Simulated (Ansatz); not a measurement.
ZnInNO in space group P3m1 (No. 156; In on 1b, Zn on 1c, O on 1b, N on 1c), the program Ansatz at the PBEsol level (PAW), all energies at zero smearing, with the estimated change up to a 700 eV cutoff added, with one set of potentials and settings (totals compare only within such a set). Cell of 4 atoms (1 In, 1 Zn, 1 O, 1 N): -9745.867 eV.

```csv
element,reference phase,E (eV/atom)
In,"I4/mmm, 1 atoms in the cell",-5525.4724
Zn,"P6_3/mmc, 2 atoms in the cell",-3280.9105
O,"C2/m, 4 atoms in the cell, spin-polarised",-558.3609
N,"Pa-3, 8 atoms in the cell",-378.4910
```

Formation energy per atom, worked out: (-9745.867 − 1×(-5525.4724) − 1×(-3280.9105) − 1×(-558.3609) − 1×(-378.4910))/4 = -0.658 eV/atom (-64 kJ per mol of atoms), at 0 K, without zero-point energy or fitted corrections.

The start of the workflow was typed in or built on a structure type; neither database checked (COD, Materials Project) lists it. Its standing as an ambient phase is unchecked. The PBEsol relaxation kept the symmetry of its start; its stability against distortions is not shown here. The references are the lowest solids computed at this level, not always the standard phases (solids in place of the gases).

Potentials: the earlier of the program's two PAW sets. The files were generated under PBE; for other functionals the program regenerates the frozen cores, and for LDA and PBEsol the local potential too.
